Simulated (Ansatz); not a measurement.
**Comparing deformations in Si₂W**

All numbers below come from DFT PBEsol, scalar-relativistic, plane waves, PAW (Ansatz). Settings: plane waves to 420 eV, k-mesh 12×12×6 (Γ-centred), Gaussian smearing 0.15 eV. Spin–orbit coupling is left out, which matters for the heavy elements here. No spin polarisation. Energies are free energies at this smearing, counted from the undisturbed cell; pressure is positive in compression.

The undisturbed cell (relaxed at this level; this form isn't the usual structure):

```
Si W
1.0
     4.57609    0.00000    0.00000
    -2.28804    3.96301    0.00000
     0.00000    0.00000    6.60331
Si W
6 3
Cartesian
  2.2880 2.6646 3.3017
  -1.1636 3.3138 5.5028
  1.1636 3.3138 1.1006
  0.0000 1.2984 3.3017
  3.4516 0.6492 5.5028
  1.1245 0.6492 1.1006
  -1.1440 1.9815 1.1006
  1.1440 1.9815 5.5028
  2.2880 0.0000 3.3017
```

The cell is strained by ε times a Voigt pattern (xx, yy, zz, yz, xz, xy; engineering shear) with fractional coordinates fixed. τ = (1/V0) dE/dε comes from the stress tensor. Of each scan, only the three points used here are listed.

| pattern | ε | τ (GPa) |
| --- | --- | --- |
| (1, 1, 0, 0, 0, 0) | -0.0250 | -30.78 |
| (1, 1, 0, 0, 0, 0) | 0.0000 | 0.02 |
| (1, 1, 0, 0, 0, 0) | 0.0250 | 23.71 |
| (0, 0, 1, 0, 0, 0) | -0.0250 | -12.42 |
| (0, 0, 1, 0, 0, 0) | 0.0000 | 0.01 |
| (0, 0, 1, 0, 0, 0) | 0.0250 | 9.81 |
| (1, 0, 0, 0, 0, 0) | -0.0250 | -12.62 |
| (1, 0, 0, 0, 0, 0) | 0.0000 | 0.01 |
| (1, 0, 0, 0, 0, 0) | 0.0250 | 10.19 |

Problem. Which constants do the scans give, and which deformation costs least for the same size of strain tensor?

Solution. The slope dτ/dε at zero (parabola through three points) is pᵀCp: (1, 1, 0, 0, 0, 0) gives C11 + C22 + 2 C12 = 1090 GPa; (0, 0, 1, 0, 0, 0) gives C33 = 445 GPa; (1, 0, 0, 0, 0, 0) gives C11 = 456 GPa. The size of the strain tensor, ε:ε, is ε² times 2.0, 1.0, 1.0. Per unit of it the stiffnesses are 545, 445, 456 GPa, so (0, 0, 1, 0, 0, 0) is the softest of these, level with (1, 0, 0, 0, 0, 0): at ε:ε = (1 %)² the quadratic term costs 1.85 meV/atom against 2.26 for the stiffest. These are clamped-ion values.

Forces appear on the atoms along this scan, and letting them relax would lower the energy and soften the response. The gap closes along the scan, which can put kinks into the curve.